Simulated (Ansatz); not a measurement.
Data:

LuSi$_{2}$:
```xyz
3
Lattice="4.0178 0.0000 0.0000 -2.0089 3.4795 0.0000 0.0000 0.0000 3.6481" Properties=species:S:1:pos:R:3 pbc="T T T"
Lu     0.0000     0.0000     0.0000
Si     0.0000     2.3197     1.8240
Si     2.0089     1.1598     1.8240
```

This is the LDA-relaxed structure. Cartesian axes are those of the cell as given.

All from DFT-LDA in the program Ansatz with PAW potentials, unless another level is named. Estimate the highest zone-centre frequency.

439 cm⁻¹.

Predict the bulk modulus (Birch–Murnaghan fit).

99.3 GPa.

And the elastic constants (relaxed ions, GPa)?

C11 = 129, C12 = 139, C13 = 56.9, C33 = 150, C44 = 52.0.

Space group P6/mmm. The workflow started from an entry of the Crystallography Open Database (COD). Whether it is the stable phase at ambient conditions was not checked. The LDA relaxation kept the symmetry of its start. At this level the phase is mechanically unstable. As this level gives no gap, shear constants depend on the k-mesh and smearing (Fermi–Dirac, 0.1 eV here). As this level gives no gap, phonon frequencies hold no LO–TO term and depend on the k-mesh and smearing (Fermi–Dirac, 0.1 eV here). On the denser mesh and wider smearing of the elastic run this cell carries a stress of 0.5 GPa. Spin–orbit coupling is left out wherever it is not named.

Potentials: the later of the program's two PAW sets.
